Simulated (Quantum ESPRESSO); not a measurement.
Al8P6CSe, one run as intended and one with a planted mistake

Computed values, not a measurement. The program is pw.x of Quantum ESPRESSO 7.5 (plane-wave density functional theory). The cell is made up: 16 atoms on a doubled zincblende/diamond lattice, with randomly drawn elements, strain and displacements, not relaxed. PseudoDojo standard norm-conserving files (v0.5 for PBE, v0.4.1 for LDA and PBEsol) set the functional; there is no spin polarisation, spin-orbit coupling or dispersion term, and the masses in the input are unused placeholders.

Intended input:

```
&control calculation='scf', pseudo_dir='./dojo.nc.sr.pbe.v0_5.standard.upf', outdir='./o', disk_io='low', tprnfor=.true., tstress=.true. /
&system ibrav=0, nat=16, ntyp=4, nbnd=43, ecutwfc=85.99341389, nosym=.true., tot_charge=0,
 occupations='smearing', smearing='fd', degauss=0.0018374661
/
&electrons conv_thr=7.350e-09, electron_maxstep=60, /
ATOMIC_SPECIES
Al 1.0 Al.upf
C 1.0 C.upf
P 1.0 P.upf
Se 1.0 Se.upf
CELL_PARAMETERS angstrom
5.6969 -0.0402 -0.0131
-0.0402 5.6208 -0.0412
-0.0262 -0.0824 11.2119
ATOMIC_POSITIONS angstrom
Al 0.0295 -0.1019 -0.0978
Al 0.1539 2.8288 2.8742
Al 3.0263 0.1046 2.6794
Al 2.7972 2.7982 0.2081
Al -0.1024 -0.0651 5.6123
Al -0.1269 2.8842 8.3867
Al 2.7293 0.016 8.5254
Al 2.8194 2.7719 5.5953
P 1.3371 1.3161 1.4762
C 1.5514 4.0009 4.1727
P 4.2733 1.4152 4.1734
P 4.2646 4.1391 1.3584
P 1.3558 1.3465 6.8868
P 1.3693 4.2059 9.7866
P 4.0029 1.2331 9.8576
Se 4.2036 4.2806 6.9812
K_POINTS automatic
4 4 2 1 1 1
```

The log is shortened where brackets say so; the opening notice, blank lines, dates and the lines on written files are dropped, and the path of the files is cut. It prints rydbergs, bohrs and kilobars, and counts compression as positive stress. Where no state is partly filled, the Fermi energy that it prints is only some level between the filled and the empty states on the mesh, and need not lie in the true gap.

Log of the intended run:

```
     Program PWSCF v.7.5
     Parallel version (MPI & OpenMP), running on       4 processor cores
     Number of MPI processes:                 4
     Threads/MPI process:                     1
     [start-up lines left out]
     bravais-lattice index     =            0
     lattice parameter (alat)  =      10.7659  a.u.
     unit-cell volume          =    2422.5056 (a.u.)^3
     number of atoms/cell      =           16
     number of atomic types    =            4
     number of electrons       =        74.00
     number of Kohn-Sham states=           43
     kinetic-energy cutoff     =      85.9934  Ry
     charge density cutoff     =     343.9737  Ry
     scf convergence threshold =      7.3E-09
     mixing beta               =       0.7000
     number of iterations used =            8  plain     mixing
     Exchange-correlation= PBE
                           (   1   4   3   4   0   0   0)
     [axes and pseudopotential details left out]
   Cartesian axes
     site n.     atom                  positions (alat units)
         1        Al     tau(   1) = (   0.0051781  -0.0178864  -0.0171668  )
         2        Al     tau(   2) = (   0.0270139   0.4965371   0.5045061  )
         3        Al     tau(   3) = (   0.5312041   0.0183604   0.4703130  )
         4        Al     tau(   4) = (   0.4909904   0.4911659   0.0365276  )
         5        Al     tau(   5) = (  -0.0179742  -0.0114270   0.9851227  )
         6        Al     tau(   6) = (  -0.0222747   0.5062614   1.4721110  )
         7        Al     tau(   7) = (   0.4790719   0.0028085   1.4964569  )
         8        Al     tau(   8) = (   0.4948871   0.4865495   0.9821387  )
         9        P      tau(   9) = (   0.2347001   0.2310140   0.2591162  )
        10        C      tau(  10) = (   0.2723160   0.7022749   0.7324308  )
        11        P      tau(  11) = (   0.7500891   0.2484090   0.7325537  )
        12        P      tau(  12) = (   0.7485619   0.7265330   0.2384389  )
        13        P      tau(  13) = (   0.2379825   0.2363501   1.2088347  )
        14        P      tau(  14) = (   0.2403522   0.7382584   1.7178343  )
        15        P      tau(  15) = (   0.7026259   0.2164451   1.7302969  )
        16        Se     tau(  16) = (   0.7378547   0.7513704   1.2254046  )
     number of k points=    16  Fermi-Dirac smearing, width (Ry)=  0.0018
                       cart. coord. in units 2pi/alat
        k(    1) = (   0.1262054   0.1285387   0.1282711), wk =   0.1250000
        k(    2) = (   0.1256080   0.1266721  -0.1258070), wk =   0.1250000
     [further k points left out]
     Dense  grid:   260983 G-vectors     FFT dimensions: (  64,  64, 125)
     Estimated max dynamical RAM per process >     505.06 MB
     Estimated total dynamical RAM >       1.79 GB
     Initial potential from superposition of free atoms
     starting charge      73.9795, renormalised to      74.0000
     Starting wfcs are   69 randomized atomic wfcs
     total cpu time spent up to now is        6.8 secs
     per-process dynamical memory:   363.3 Mb
     Self-consistent Calculation
     iteration #  1     ecut=    85.99 Ry     beta= 0.70
     Davidson diagonalization with overlap
     ethr =  1.00E-02,  avg # of iterations =  4.0
     total cpu time spent up to now is       18.3 secs
     total energy              =    -374.02222854 Ry
     estimated scf accuracy    <       1.80329123 Ry
     iteration #  2     ecut=    85.99 Ry     beta= 0.70
     Davidson diagonalization with overlap
     ethr =  2.44E-03,  avg # of iterations =  7.5
     total cpu time spent up to now is       32.1 secs
     total energy              =    -372.50998293 Ry
     estimated scf accuracy    <      18.52460884 Ry
     [iterations 3 to 13 left out]
     iteration # 14     ecut=    85.99 Ry     beta= 0.70
     Davidson diagonalization with overlap
     ethr =  1.10E-10,  avg # of iterations =  3.1
     total cpu time spent up to now is      173.7 secs
     total energy              =    -374.96333094 Ry
     estimated scf accuracy    <       0.00000002 Ry
     iteration # 15     ecut=    85.99 Ry     beta= 0.70
     Davidson diagonalization with overlap
     ethr =  2.67E-11,  avg # of iterations =  2.5
     total cpu time spent up to now is      183.1 secs
     End of self-consistent calculation
     [lines on levels left out]
     the Fermi energy is     5.5627 ev
!    total energy              =    -374.96333094 Ry
     estimated scf accuracy    <          1.6E-09 Ry
     smearing contrib. (-TS)   =      -0.00000000 Ry
     internal energy E=F+TS    =    -374.96333094 Ry
     The total energy is F=E-TS. E is the sum of the following terms:
     one-electron contribution =    -204.76508178 Ry
     hartree contribution      =     126.50590322 Ry
     xc contribution           =     -93.74235252 Ry
     ewald contribution        =    -202.96179985 Ry
     convergence has been achieved in  15 iterations
     Forces acting on atoms (cartesian axes, Ry/au):
     atom    1 type  1   force =    -0.03931265    0.03761244    0.04218038
     atom    2 type  1   force =     0.03323763    0.05016015    0.06555847
     atom    3 type  1   force =    -0.05828282   -0.06258679    0.05311328
     atom    4 type  1   force =    -0.03215639   -0.02207979   -0.03107528
     atom    5 type  1   force =     0.09905593    0.00556506   -0.11680734
     atom    6 type  1   force =     0.03608275   -0.06361442    0.02744538
     atom    7 type  1   force =    -0.06006396    0.00248486   -0.04761950
     atom    8 type  1   force =    -0.08209249    0.02165539   -0.10910151
     atom    9 type  3   force =     0.00911592    0.00307023   -0.03598726
     atom   10 type  2   force =    -0.01870733    0.00468462    0.00891505
     atom   11 type  3   force =     0.01855248    0.00317063    0.02567578
     atom   12 type  3   force =     0.04101095    0.01809313    0.00963277
     atom   13 type  3   force =    -0.00361897    0.01287310    0.05647874
     atom   14 type  3   force =     0.01173152   -0.05383414   -0.01162038
     atom   15 type  3   force =     0.08500150    0.06378765    0.02424708
     atom   16 type  4   force =    -0.03955406   -0.02104213    0.03896431
     Total force =     0.326747     Total SCF correction =     0.000122
     Computing stress (Cartesian axis) and pressure
          total   stress  (Ry/bohr**3)                   (kbar)     P=      -53.32
  -0.00040126   0.00011300  -0.00003810          -59.03       16.62       -5.60
   0.00011300  -0.00034164   0.00011695           16.62      -50.26       17.20
  -0.00003810   0.00011695  -0.00034453           -5.60       17.20      -50.68
     init_run     :      6.17s CPU      6.45s WALL (       1 calls)
     electrons    :    175.01s CPU    176.39s WALL (       1 calls)
     forces       :      2.69s CPU      2.76s WALL (       1 calls)
     stress       :      7.94s CPU      8.19s WALL (       1 calls)
     [timing details left out]
     PWSCF        :   3m12.19s CPU   3m14.29s WALL
     JOB DONE.
```

A second run has one planted mistake: the plane-wave cutoff is too low. The input lines that differ, file-writing options aside:

```
- &system ibrav=0, nat=16, ntyp=4, nbnd=43, ecutwfc=85.99341389, nosym=.true., tot_charge=0,
+ &system ibrav=0, nat=16, ntyp=4, nbnd=43, ecutwfc=51.30205376, nosym=.true., tot_charge=0,
```

Its log:

```
     Program PWSCF v.7.5
     Parallel version (MPI & OpenMP), running on       4 processor cores
     Number of MPI processes:                 4
     Threads/MPI process:                     1
     [start-up lines left out]
     bravais-lattice index     =            0
     lattice parameter (alat)  =      10.7659  a.u.
     unit-cell volume          =    2422.5056 (a.u.)^3
     number of atoms/cell      =           16
     number of atomic types    =            4
     number of electrons       =        74.00
     number of Kohn-Sham states=           43
     kinetic-energy cutoff     =      51.3021  Ry
     charge density cutoff     =     205.2082  Ry
     scf convergence threshold =      7.3E-09
     mixing beta               =       0.7000
     number of iterations used =            8  plain     mixing
     Exchange-correlation= PBE
                           (   1   4   3   4   0   0   0)
     [axes and pseudopotential details left out]
   Cartesian axes
     site n.     atom                  positions (alat units)
         1        Al     tau(   1) = (   0.0051781  -0.0178864  -0.0171668  )
         2        Al     tau(   2) = (   0.0270139   0.4965371   0.5045061  )
         3        Al     tau(   3) = (   0.5312041   0.0183604   0.4703130  )
         4        Al     tau(   4) = (   0.4909904   0.4911659   0.0365276  )
         5        Al     tau(   5) = (  -0.0179742  -0.0114270   0.9851227  )
         6        Al     tau(   6) = (  -0.0222747   0.5062614   1.4721110  )
         7        Al     tau(   7) = (   0.4790719   0.0028085   1.4964569  )
         8        Al     tau(   8) = (   0.4948871   0.4865495   0.9821387  )
         9        P      tau(   9) = (   0.2347001   0.2310140   0.2591162  )
        10        C      tau(  10) = (   0.2723160   0.7022749   0.7324308  )
        11        P      tau(  11) = (   0.7500891   0.2484090   0.7325537  )
        12        P      tau(  12) = (   0.7485619   0.7265330   0.2384389  )
        13        P      tau(  13) = (   0.2379825   0.2363501   1.2088347  )
        14        P      tau(  14) = (   0.2403522   0.7382584   1.7178343  )
        15        P      tau(  15) = (   0.7026259   0.2164451   1.7302969  )
        16        Se     tau(  16) = (   0.7378547   0.7513704   1.2254046  )
     number of k points=    16  Fermi-Dirac smearing, width (Ry)=  0.0018
                       cart. coord. in units 2pi/alat
        k(    1) = (   0.1262054   0.1285387   0.1282711), wk =   0.1250000
        k(    2) = (   0.1256080   0.1266721  -0.1258070), wk =   0.1250000
     [further k points left out]
     Dense  grid:   120297 G-vectors     FFT dimensions: (  50,  50, 100)
     Estimated max dynamical RAM per process >     235.85 MB
     Estimated total dynamical RAM >     855.30 MB
     Initial potential from superposition of free atoms
     starting charge      73.9795, renormalised to      74.0000
     Starting wfcs are   69 randomized atomic wfcs
     total cpu time spent up to now is        2.9 secs
     per-process dynamical memory:   164.9 Mb
     Self-consistent Calculation
     iteration #  1     ecut=    51.30 Ry     beta= 0.70
     Davidson diagonalization with overlap
     ethr =  1.00E-02,  avg # of iterations =  4.0
     total cpu time spent up to now is        7.4 secs
     total energy              =    -373.35203299 Ry
     estimated scf accuracy    <       1.81458435 Ry
     iteration #  2     ecut=    51.30 Ry     beta= 0.70
     Davidson diagonalization with overlap
     ethr =  2.45E-03,  avg # of iterations =  7.4
     total cpu time spent up to now is       12.7 secs
     total energy              =    -371.82157391 Ry
     estimated scf accuracy    <      18.24437402 Ry
     [iterations 3 to 13 left out]
     iteration # 14     ecut=    51.30 Ry     beta= 0.70
     Davidson diagonalization with overlap
     ethr =  7.33E-11,  avg # of iterations =  5.0
     total cpu time spent up to now is       64.2 secs
     total energy              =    -374.26901493 Ry
     estimated scf accuracy    <       0.00000001 Ry
     iteration # 15     ecut=    51.30 Ry     beta= 0.70
     Davidson diagonalization with overlap
     ethr =  2.02E-11,  avg # of iterations =  3.4
     total cpu time spent up to now is       67.8 secs
     End of self-consistent calculation
     [lines on levels left out]
     the Fermi energy is     5.5696 ev
!    total energy              =    -374.26901493 Ry
     estimated scf accuracy    <          2.4E-09 Ry
     smearing contrib. (-TS)   =      -0.00000000 Ry
     internal energy E=F+TS    =    -374.26901493 Ry
     The total energy is F=E-TS. E is the sum of the following terms:
     one-electron contribution =    -203.33273788 Ry
     hartree contribution      =     125.45339492 Ry
     xc contribution           =     -93.42787212 Ry
     ewald contribution        =    -202.96179986 Ry
     convergence has been achieved in  15 iterations
     Forces acting on atoms (cartesian axes, Ry/au):
     atom    1 type  1   force =    -0.03931184    0.03763233    0.04221614
     atom    2 type  1   force =     0.03308764    0.05003307    0.06546598
     atom    3 type  1   force =    -0.05828758   -0.06256887    0.05310930
     atom    4 type  1   force =    -0.03219237   -0.02212053   -0.03103439
     atom    5 type  1   force =     0.09885050    0.00532053   -0.11671936
     atom    6 type  1   force =     0.03600338   -0.06359206    0.02735639
     atom    7 type  1   force =    -0.06012214    0.00255875   -0.04765160
     atom    8 type  1   force =    -0.08203147    0.02159474   -0.10903690
     atom    9 type  3   force =     0.00909069    0.00304684   -0.03603064
     atom   10 type  2   force =    -0.01887739    0.00493286    0.00909009
     atom   11 type  3   force =     0.01855450    0.00318344    0.02578181
     atom   12 type  3   force =     0.04100651    0.01809715    0.00958993
     atom   13 type  3   force =    -0.00360819    0.01289877    0.05652424
     atom   14 type  3   force =     0.01172622   -0.05383511   -0.01179660
     atom   15 type  3   force =     0.08500847    0.06375953    0.02412503
     atom   16 type  4   force =    -0.03889694   -0.02094143    0.03901059
     Total force =     0.326508     Total SCF correction =     0.000164
     Computing stress (Cartesian axis) and pressure
          total   stress  (Ry/bohr**3)                   (kbar)     P=     -329.48
  -0.00227546   0.00011369  -0.00003639         -334.73       16.72       -5.35
   0.00011369  -0.00222091   0.00011637           16.72     -326.71       17.12
  -0.00003639   0.00011637  -0.00222288           -5.35       17.12     -327.00
     init_run     :      2.72s CPU      2.85s WALL (       1 calls)
     electrons    :     64.65s CPU     64.84s WALL (       1 calls)
     forces       :      1.20s CPU      1.24s WALL (       1 calls)
     stress       :      3.69s CPU      3.80s WALL (       1 calls)
     [timing details left out]
     PWSCF        :   1m12.38s CPU   1m12.89s WALL
     JOB DONE.
```

|  | intended run | run with the mistake |
| --- | --- | --- |
| free energy (eV) | -5101.636 | -5092.189 |
| smearing term -TS (eV) | 0.0000 | 0.0000 |
| pressure (GPa) | -5.33 | -32.95 |
| largest force component (eV/Å) | 3.003 | 3.001 |
| largest change of a force component (eV/Å) |  | 0.017 |
| iterations | 15 | 15 |

For scale, a rerun of the intended cell at a cutoff of 1467 eV and k mesh 6 x 6 x 4 moved values by no more than 0.012 eV in energy, 0.02 GPa in stress and 0.005 eV/Å in force.